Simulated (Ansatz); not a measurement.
ZnCdTeSe:
```yaml
crystal:
  lattice:
    - [3.64356, 2.10342, 0.00000]
    - [-3.64356, 2.10342, 0.00000]
    - [0.00000, 0.00000, 7.04469]
  atoms:
    - { symbol: Zn, position: [0.66672, 0.33328, 0.01525] }
    - { symbol: Cd, position: [0.33329, 0.66671, 0.47624] }
    - { symbol: Te, position: [0.66661, 0.33339, 0.64713] }
    - { symbol: Se, position: [0.33338, 0.66662, 0.10939] }
```

Relaxed with LDA. Special points in fractions of this cell's reciprocal vectors: Γ (0.000, 0.000, 0.000); C (0.333, 0.333, 0.000); C2 (-0.333, 0.667, 0.000); Y2 (-0.500, 0.500, 0.000); M2 (-0.500, 0.500, 0.500); D (-0.333, 0.667, 0.500); D2 (0.333, 0.333, 0.500); A (0.000, 0.000, 0.500); L2 (0.000, 0.500, 0.500); V2 (0.000, 0.500, 0.000).

Problem. List the band energies nearest the Fermi level at these points for plane-wave PAW LDA (Ansatz code).

Solution. In eV from the Fermi level; about four levels below and three above (degenerate sets whole), none deeper than 8.9 eV; points with the same levels are listed once.

| k | below | above |
|---|---|---|
| Γ | -0.91 -0.18 -0.01 -0.01 | 2.03 4.47 4.47 |
| C | -4.25 -3.09 -2.66 -2.44 | 2.63 3.86 4.19 |
| Y2 | -3.77 -2.93 -2.30 -1.03 | 1.73 2.60 3.71 |
| M2 | -2.73 -2.40 -2.11 -1.38 | 1.42 2.06 3.16 |
| D | -3.91 -3.00 -2.09 -1.76 | 2.32 2.75 4.06 |
| A | -1.74 -1.74 -0.18 -0.18 | 0.80 2.90 4.10 |
| V2 | -3.77 -2.93 -2.30 -1.03 | 1.73 2.59 3.71 |

Space group P3m1. The workflow started from a Materials Project entry (that database holds measured and hypothetical structures alike); the Crystallography Open Database copy checked does not list it. Whether it is the stable phase at ambient conditions was not checked. Symmetry was held in the LDA relaxation; its stability against distortions is not shown here. Point labels and valley counts follow the cell and symmetry of the run, lower than the named group. The Fermi level of a semimetal is unsure by some 0.05 eV on such meshes. Spin–orbit coupling is left out wherever it is not named.

Potentials: the later of the program's two PAW sets.
